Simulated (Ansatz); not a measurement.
# Fields on a plane of SnSe2 (CdI2 type)

```
CELL_PARAMETERS angstrom
      3.82570     0.00000     0.00000
     -1.91285     3.31315     0.00000
      0.00000     0.00000     6.22880
ATOMIC_POSITIONS crystal
  Sn 0.00000 0.00000 0.00000
  Se 0.33333 0.66667 0.25298
  Se 0.66667 0.33333 0.74702
```

The slice is a (0001) plane (indices of the conventional cell) through the point (0.667, 0.333, 0.747) (fractional), spanned by u = [110] and v = [1 -1 0] in vectors of this cell: u (3.83 Å) and v (6.63 Å, at 90° to u). It covers one period; positions are fractions (u, v).

Atoms on it: Se at (0.00, 0.00); Se at (0.50, 0.50).

These are r2SCAN+rVV10 (plane waves to 500 eV, PAW, scalar-relativistic; Ansatz, an electronic-structure program) values and carry that method's errors. k mesh 10×10×6. Inside the PAW spheres the values are not all-electron values, and peaks at nuclei hang on which shells count as valence. SnSe2 was relaxed with its symmetry unable to fall. The PAW data are Ansatz's earlier set.

```
|xxx@@@%=. .=%@@@xx|
|xx%@@@#=...=#@@@%x|
|%%@@@@*-...-*@@@@%|
|@@@@@#+:...:+#@@@@|
|@@@%#+-:...:-+#%@@|
|%##*=:.......:=*##|
|++=:...........:=+|
|:..   .:---:.   ..|
|     .-+***+-.    |
|    :=*#%%%#*=:   |
|   :=#%@@@@@%#=:  |
|  .=#%@@@@@@@%#=. |
|  :+%@@@%%%@@@%+: |
|  -#%@@#xxx#@@%#- |
| .=#@@%xxxxx%@@#=.|
| .=%@@%xxxxx%@@%=.|
| .=%@@@xxxxx@@@%=.|
|..=#@@@%xxx%@@@#=.|
|..-*@@@@%%%@@@@*-.|
|..:+#@@@@@@@@@#+:.|
|..:-+#%@@@@@%#+-:.|
|....:=*##%##*=:...|
|......:=+++=:.....|
|--:.   ..:..   .:-|
|**+-.         .-+*|
|%%#*=:       :=*#%|
|@@@%#=:     :=#%@@|
|@@@@%#=.   .=#%@@@|
|%%@@@%+:   :+%@@@%|
|xx#@@%#-   -#%@@#x|
|xxx%@@#=. .=#@@%xx|
|xxx%@@%=. .=%@@%xx|
```
Scale: ten equal steps from 0.02 (start of ' ') to 0.80 (end of '@'), in the order ' .:-=+*#%@'. Values: electron localisation function (ELF). The map has 18 points along u (one character each, u = 0 at the left) and 32 along v (v = 0 in the bottom row). Points within 0.5 Å of a nucleus are blanked (x), as the pseudised field means little there.

```tsv
v \ u	0.00	0.17	0.33	0.50	0.67	0.83
0.94	1.0	0.0	-0.6	-1.1	-0.6	0.0
0.84	-0.3	-0.5	-0.9	-1.1	-0.9	-0.5
0.75	-1.2	-1.2	-1.0	-0.9	-1.0	-1.2
0.66	-1.6	-1.2	-0.5	-0.3	-0.5	-1.2
0.56	-1.3	-0.8	0.0	1.0	0.0	-0.8
0.47	-1.1	-0.6	0.2	1.6	0.2	-0.6
0.38	-1.1	-0.8	-0.3	-0.1	-0.3	-0.8
0.28	-1.0	-1.1	-1.0	-0.9	-1.0	-1.1
0.19	-0.5	-0.8	-1.3	-1.5	-1.3	-0.8
0.09	0.3	-0.2	-0.9	-1.4	-0.9	-0.2
0.00	1.8	0.2	-0.6	-1.1	-0.6	0.2
```

Values: log₁₀ of the valence density in e/Å³. The scale is logarithmic, as a density can span decades between atoms and voids.
